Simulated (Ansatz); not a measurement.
I:
```xyz
1
Lattice="-2.0628 2.0628 2.0628 2.0628 -2.0628 2.0628 2.0628 2.0628 -2.0628" Properties=species:S:1:pos:R:3 pbc="T T T"
I      0.0000     0.0000     0.0000
```

Relaxed with r²SCAN+D4. Special points in fractions of this cell's reciprocal vectors: Γ (0.000, 0.000, 0.000); H (0.500, -0.500, 0.500); N (0.000, 0.000, 0.500); P (0.250, 0.250, 0.250).

### Question
List the band energies nearest the Fermi level at these points for plane-wave PAW r²SCAN+D4 (Ansatz code).

### Answer
In eV from the Fermi level; about four levels below and three above (degenerate sets whole), none deeper than 8.9 eV; … stands for higher levels left out; points with the same levels are listed once.

```csv
k,below,above
Γ,–,0.84 0.84 0.84
H,-2.84 -2.84 -2.84,…
N,-4.75 -0.92,0.50 6.32 …
P,-2.81 -2.81 -2.81,…
```

Space group Im-3m (bcc (W type)). The cell is a constructed one: a structure type filled with these elements; the Crystallography Open Database copy checked does not list it. It is not the phase usual at ambient conditions (space group No. 64). The cell was relaxed with r²SCAN+D4 under the symmetry of its start. At this level the phase is mechanically unstable. With an odd number of electrons in the cell and no spin polarisation, the count alone makes it a metal. Scalar-relativistic: spin–orbit coupling is off unless named, which matters more the heavier the elements.

Potentials: the later of the program's two PAW sets.
